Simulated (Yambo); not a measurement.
Material: WO3 (ReO3 type, space group Pm-3m, No. 221) under isotropic strain of -1.5 % on all lattice vectors; a = b = c = 3.7380 Å, α = β = γ = 90.00° (4 atoms in the cell). The PBEsol cell relaxed from Materials Project entry mp-19390 was given an isotropic strain of -1.5 % on all lattice vectors, and the atoms were relaxed again.

With PBEsol (Quantum ESPRESSO, PseudoDojo norm-conserving, 84 Ry, scalar-relativistic), the gap between the mesh's edge points (R → Γ) is 0.664 eV.

Question: Estimate the G0W0 gap between the same points from Yambo (4×4×4 Γ-centred k mesh, bands 2 to 129 and a 10 Ry block in the screening, 129 bands in G with the Bruneval-Gonze terminator, plasmon pole fitted at 27.2 eV).

Answer: The correction is 0.925 eV, giving 1.589 eV, 2.4 times the PBEsol value.  Convergence of the G0W0 settings was not tested. Spin-orbit coupling is left out, which matters for elements this heavy: edges can move by tenths of an eV. The cell is held in this high symmetry; tilts and polar distortions were not searched.

The structure is a Materials Project entry; no match was found in the copy of COD used, and its stability was not checked.
